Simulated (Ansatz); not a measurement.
TaRu:
Space group P4/mmm (No. 123); a = 3.0018 Å, b = 3.0018 Å, c = 3.3668 Å, α = 90.00°, β = 90.00°, γ = 90.00°

| atom | site | symmetry | x | y | z |
|---|---|---|---|---|---|
| Ta | 1d | 4/mmm | 0.5000 | 0.5000 | 0.5000 |
| Ru | 1a | 4/mmm | 0.0000 | 0.0000 | 0.0000 |

This is the LDA-relaxed structure.

Q: All from LDA in the plane-wave PAW code Ansatz, unless another level is named. Predict the density of states at the Fermi level.

A: 1.00 states/eV per atom (mean over ±0.08 eV).

Q: Give the formation energy from the elements (no fitted shifts).

A: -0.28 eV/atom.

The first step of the workflow began from a Materials Project structure, measured or hypothetical; the Crystallography Open Database files this formula in space group No. 123, but the cells were not matched. Its standing as an ambient phase is unchecked. The LDA relaxation kept the symmetry of its start; of distortions, only those at the zone centre were tested. No spin polarisation was allowed. Axis ratios of metals converge slowly with the k-mesh, so a and c are less sure than the volume. The references are the lowest solids computed at this level, not always the standard phases. Spin–orbit coupling is left out wherever it is not named.

Potentials: the later of the program's two PAW sets.
